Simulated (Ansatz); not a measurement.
Consider the following.

TiSi:
```
TiSi
1.0
    1.78823    -2.04599     0.00000
    1.78823     2.04599     0.00000
    0.00000     0.00000     3.76225
Ti Si
1 1
Direct
  0.50000   0.50000   0.00000
  0.00000   0.00000   0.50000
```

This is the LDA-relaxed structure. x, y and z are the axes in which the lattice vectors are written.

Problem. All from DFT-LDA in the program Ansatz with PAW potentials, unless another level is named. Estimate the Debye temperature from the elastic constants.

Solution. 509 K.

Problem. And the elastic constants (relaxed ions, GPa)?

Solution. C11 = 230, C22 = 169, C33 = 279, C12 = 118, C13 = 132, C23 = 110, C44 = 19.4, C55 = 169, C66 = 91.1.

Problem. Next, the highest zone-centre frequency?

Solution. 370 cm⁻¹.

Space group Cmmm. The workflow started from a Materials Project entry (that database holds measured and hypothetical structures alike); the Crystallography Open Database copy checked does not list it. COD files the formula under space group No. 25, so this cell is another polymorph or a model. Whether it is the stable phase at ambient conditions was not checked. The LDA relaxation kept the symmetry of its start; of distortions, only those at the zone centre were tested. The run is not spin-polarised. As this level gives no gap, shear constants depend on the k-mesh and smearing (Fermi–Dirac, 0.1 eV here). As this level gives no gap, phonon frequencies hold no LO–TO term and depend on the k-mesh and smearing (Fermi–Dirac, 0.1 eV here).

Potentials: the later of the program's two PAW sets.
